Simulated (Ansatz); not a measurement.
InSb (zinc blende), conventional cell a = 6.635 Å, b = 6.635 Å, c = 6.635 Å, α = 90.00°, β = 90.00°, γ = 90.00°. The calculation uses the primitive cell of 2 atoms, to which meshes and values per cell refer.

E(V) scan at fixed shape, V₀ the volume above. Symmetry pins the atoms to their sites.

Level of theory: PBE (plane waves to 420 eV, PAW, scalar-relativistic; Ansatz, an electronic-structure program). k mesh 12×12×12 (Γ-centred), Fermi-Dirac smearing 0.05 eV. E stands for the smeared free energy. Stress and pressure are positive under compression. At this level the bands of InSb touch or barely overlap; measurements give the solid a gap. InSb was relaxed with its symmetry unable to fall. Spin-orbit coupling is left out, though Sb is heavy. ΔE is measured from the relaxed starting cell.

The scan covers V/V₀ from 0.940 to 1.060 in 9 points.

What is the fitted pressure derivative B₀′?

4.9.

What bulk modulus B₀ follows from a third-order Birch-Murnaghan fit?

36.7 GPa.

(A scan under strain: stresses follow from slopes of the energy per volume, elastic moduli from its curvatures.)
